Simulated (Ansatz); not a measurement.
The start is a relaxed KCl cell, doubled along one cell vector, shaken by Gaussian noise of σ = 0.08 Å a coordinate. A full variable-cell relaxation at zero pressure is run with PBEsol (plane waves to 420 eV, PAW, scalar-relativistic; Ansatz, a quantum-chemistry and plane-wave program). The first steps use a coarse 7×7×4 k-mesh.

Initial structure:
```
CELL_PARAMETERS angstrom
      0.00000     3.12185     3.12185
      3.12185     0.00000     3.12185
      6.24370     6.24370     0.00000
ATOMIC_POSITIONS crystal
  Cl 0.02177 0.98001 0.99738
  Cl 0.02882 0.95203 0.51037
  K  0.49376 0.46862 0.25357
  K  0.49041 0.46882 0.77239
```

Q: Is the parent structure recovered?

A: It relaxes back to the parent, Fm-3m (No. 225).

Final structure:

```cif
data_Cl4K4
_chemical_formula_sum 'Cl4 K4'
_space_group_name_H-M_alt 'Fm-3m'
_space_group_IT_number 225
_space_group_name_Hall '-F 4 2 3'
_cell_length_a 6.24445
_cell_length_b 6.24445
_cell_length_c 6.24445
_cell_angle_alpha 90.000
_cell_angle_beta 90.000
_cell_angle_gamma 90.000
loop_
_atom_site_label
_atom_site_type_symbol
_atom_site_symmetry_multiplicity
_atom_site_Wyckoff_symbol
_atom_site_fract_x
_atom_site_fract_y
_atom_site_fract_z
_atom_site_occupancy
Cl1 Cl 4 a 0.00000 0.00000 0.00000 1
K1 K 4 b 0.50000 0.50000 0.50000 1
```
(The calculation used a cell of 2 atoms; values per cell refer to that cell.)

Final values are on a 9×9×9 k-mesh of the relaxed cell. No spin polarisation in the result.
